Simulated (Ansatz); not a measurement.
## What a change of settings does to a run on Bi

Structure from Materials Project entry mp-567597 (possibly hypothetical), not relaxed further.

First run: DFT, r2SCAN, all-electron PAW with datasets made for the crystal, scalar-relativistic (Ansatz 0.2.0).

Command: `ansatz run input.yaml --threads 1 --pin off --max-ram 4096MiB --backend cpu --events-out ev --progress --plain --runs-dir out` The run took about 120 s on 1 thread of a shared machine.

```yaml
crystal:
  lattice:
    - [4.6584121839, 0.0, 0.0]
    - [0.0, 4.52638858, 0.0]
    - [-0.3459734563, 0.0, 6.5119480672]
  atoms:
    - { symbol: Bi, position: [0.75011231, 0.75, 0.75111967] }
    - { symbol: Bi, position: [0.24988769, 0.25, 0.24888033] }
    - { symbol: Bi, position: [0.74862508, 0.75, 0.25126662] }
    - { symbol: Bi, position: [0.25137492, 0.25, 0.74873338] }
kpoints:
  mp_grid: { grid: [7, 7, 5] }
  band_path:
    path:
      - [0.0, 0.0, 0.0]
      - [0.0, 0.5, 0.0]
      - [0.0, 0.5, 0.5]
      - [0.0, 0.0, 0.5]
      - [0.0, 0.0, 0.0]
      - [-0.5, 0.0, 0.5]
      - [-0.5, 0.5, 0.5]
      - [0.0, 0.5, 0.0]
      - [-0.5, 0.5, 0.0]
    npoints: 8
scf:
  occupations: { method: fermi_dirac, width: 0.08 }
hamiltonian:
  xc: r2scan
  pseudopotentials: { kind: all_electron, datasets: crystal }
output:
  forces: true
  stress: true
  eigenvalues: true
  efg: { contact_densities: true }
```

Result: converged; pressure 0.06 GPa; largest force 0.008 eV/Å; no gap on the k mesh; 11 SCF iterations.

No spin–orbit coupling, which matters for the heavy atoms here.

A second input differs as follows:

```diff
@@ -25,6 +25,7 @@
 scf:
   occupations: { method: fermi_dirac, width: 0.08 }
+  max_iter: 80
 hamiltonian:
-  xc: r2scan
+  xc: lda+u
   pseudopotentials: { kind: all_electron, datasets: crystal }
 output:
```

Task: What is wrong with it, and what does the program do?

Result: The fault is an unknown functional. The run refused before any iteration. The log ends:
```
Error: YAML parse error: error: line 29 column 7: hamiltonian.xc: unknown variant `lda+u`, expected one of `lda`, `lda-pw`, `pw92`, `pbe`, `pbesol`, `rpbe`, `revpbe`, `blyp`, `pbe0`, `revpbe0`, `b3lyp`, `b3lyp5`, `hse06`, `wpbeh`, `hiss`, `lc_wpbe`, `cam_b3lyp`, `hf`, `r2scan`, `r2scanh`, `r2scan0`, `r2scan50`, `mr2scan`
  --> <input>:29:7
   |
27 |   max_iter: 80
28 | hamiltonian:
29 |   xc: lda+u
   |       ^ hamiltonian.xc: unknown variant `lda+u`, expected one of `lda`, `lda-pw`, `pw92`, `pbe`, `pbesol`, `rpbe`, `revpbe`, `blyp`, `pbe0`, `revpbe0`, `b3lyp`, `b3lyp5`, `hse06`, `wpbeh`, `hiss`, `lc_wpbe`, `cam_b3lyp`, `hf`, `r2scan`, `r2scanh`, `r2scan0`, `r2scan50`, `mr2scan`
30 |   pseudopotentials: { kind: all_electron, datasets: crystal }
31 | output:
   |
```
